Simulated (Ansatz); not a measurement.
Two states of Ti2VO4

```
V Ti O
1.0
     2.96346    0.00000    0.00000
     1.48173   -4.89077    0.00000
     0.00000    0.00000  -10.02041
V Ti O
2 4 8
Direct
  0.11280 0.77440 0.75000
  0.88720 0.22560 0.25000
  0.36860 0.26280 0.92860
  0.63140 0.73720 0.42860
  0.63140 0.73720 0.07140
  0.36860 0.26280 0.57140
  0.00000 0.00000 0.00000
  0.00000 0.00000 0.50000
  0.46560 0.06880 0.75000
  0.53440 0.93120 0.25000
  0.26400 0.47200 0.38910
  0.73600 0.52800 0.88910
  0.73600 0.52800 0.61090
  0.26400 0.47200 0.11090
```

Method: PBE, with U_eff = 4.53 eV on Ti d, U_eff = 3.86 eV on V d (all-electron-ortho-atomic projectors); PAW, plane waves to 420 eV, 6×6×2 Γ-centred mesh, fermi-dirac occupations (width 0.1 eV) (Ansatz 0.2.0), atoms fixed.

State A: V1 up, V2 down, Ti3 down, Ti4 up, Ti5 up, Ti6 down (collinear spin). State B: V1 up, V2 up, Ti3 up, Ti4 down, Ti5 down, Ti6 down (collinear spin).

Task: Which state is lower, and how do they differ?

Result: State A is lower by 10.3 meV an atom at zero smearing.

| state | free energy (meV/atom) | largest moment in a small sphere (μB) | net moment (μB/cell) | gap on mesh (eV) | pressure (GPa) | largest force (eV/Å) |
| --- | --- | --- | --- | --- | --- | --- |
| A | 0.0 | 2.20 | 0.00 | 2.48 | 14.5 | 1.45 |
| B | 10.3 | 2.21 | 4.00 | 2.11 | 15.1 | 1.48 |

Origin: a known structure type with other elements, at an estimated volume, so it need not be a known compound. Caveats: atoms or cell far from equilibrium.
